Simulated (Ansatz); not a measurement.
## Se: from a starting cell to a relaxed one

The start is a generated cell, Se placed in the dhcp structure type. The structure is fully relaxed (lattice and positions, P = 0) with PBEsol (plane waves to 420 eV, PAW, scalar-relativistic; Ansatz, a first-principles code). First-step values are on the input's coarse k-mesh.

Ansatz input (later rounds restart from its end on a renewed k-mesh):
Ansatz 0.2 input:
```yaml
crystal:
  lattice:
    - [3.0823363, 0, 0]
    - [-1.5411682, 2.6693815, 0]
    - [0, 0, 9.917438]
  atoms:
    - { symbol: Se, position: [0, 0, 0] }
    - { symbol: Se, position: [0, 0, 0.5] }
    - { symbol: Se, position: [0.33333333, 0.66666667, 0.25] }
    - { symbol: Se, position: [0.66666667, 0.33333333, 0.75] }
basis: { ecutwfc: 420, ecutrho_ratio: 4, xc_grid: 2, fft_grid_basis: typed }
kpoints: { mp_grid: { grid: [9, 9, 3] } }
hamiltonian:
  xc: pbesol
  dispersion: none
  pseudopotentials: { azcp: { folder: ./paw }, kind: paw }
scf: { occupations: { method: fermi_dirac, width: 0.05 } }
relax: { f_tol: 0.01, max_steps: 100, cell: { stress_tol: 0.02 } }
output: { forces: true, stress: true }
```

How large is the pressure on the unrelaxed cell, and of which sign?

-4 GPa (negative: the cell is under tension).

How much energy is released per atom?

0.36 to 0.38 eV/atom (the two k-meshes of the run give this range).

How does the volume change?

+4.6 %, from 20.40 to 21.34 Å³/atom.

How do the shortest distances between atoms change?

The closest pairs of elements (up to four, under 3.6 Å), start → end: Se–Se 3.05 → 2.80 Å.

What band gap does the relaxed structure have at this level?

Zero (metallic).

Give the final cell and atomic positions.


```cif
data_Se4
_chemical_formula_sum 'Se4'
_space_group_name_H-M_alt 'P63/mmc'
_space_group_IT_number 194
_space_group_name_Hall '-P 6c 2c'
_cell_length_a 3.67073
_cell_length_b 3.67073
_cell_length_c 7.31489
_cell_angle_alpha 90.000
_cell_angle_beta 90.000
_cell_angle_gamma 120.000
loop_
_atom_site_label
_atom_site_type_symbol
_atom_site_symmetry_multiplicity
_atom_site_Wyckoff_symbol
_atom_site_fract_x
_atom_site_fract_y
_atom_site_fract_z
_atom_site_occupancy
Se1 Se 2 a 0.00000 0.00000 0.00000 1
Se2 Se 2 d 0.66667 0.33333 0.25000 1
```

The space group stays P6₃/mmc (No. 194) (the run could not lower it), with 4 atoms in the primitive cell. Final values are on a 15×15×7 k-mesh of the relaxed cell. No spin polarisation in the result.

The run could not lose the symmetry of its start: the end is stationary, and may be a saddle point rather than a minimum.

All atoms sit on sites fixed by symmetry, so only the cell could relax.

The relaxed structure here is a generated cell of Se: the first start was made by placing the elements on the sites of a structure type, and the end was not matched to a known phase here, so it may be hypothetical. Known forms of Se include space group No. 152.
